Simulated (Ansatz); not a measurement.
Relaxed InP (zinc blende):

```
CELL_PARAMETERS angstrom
      0.00000     2.95351     2.95351
      2.95351     0.00000     2.95351
      2.95351     2.95351     0.00000
ATOMIC_POSITIONS crystal
  P  0.75000 0.75000 0.75000
  In 0.00000 0.00000 0.00000
```

In each cell atom 1 (P, nearest neighbour In at 2.558 Å; its periodic images, 4.2 Å or more away, move with it) moves by s·(0.707, 0.707, 0.000) (along Cartesian [110]), the rest being held.

Method: r2SCAN (plane waves to 500 eV, PAW, scalar-relativistic; Ansatz, an electronic-structure program). k mesh 8×8×8 (Γ-centred), Fermi-Dirac smearing 0.05 eV. E stands for the smeared free energy. InP was relaxed with its symmetry unable to fall. The zero of ΔE is the undisplaced structure.

The scan covers s from -0.770 to 0.770 Å in 11 points.

Problem. Is the energy the same for equal positive and negative displacements?

Solution. Even: the same for both signs. With its periodic images moving along, the atom's site symmetry in this cell is -43m.

Problem. What force acts on the atom along the line at s = -0.770 Å?

Solution. 8.31 eV/Å.

Problem. What is the energy change at s = 0.770 Å?

Solution. 2777 meV/cell.

(A displaced cell: forces are minus the slopes of the energy, force constants its curvatures, and phonons follow from these.)
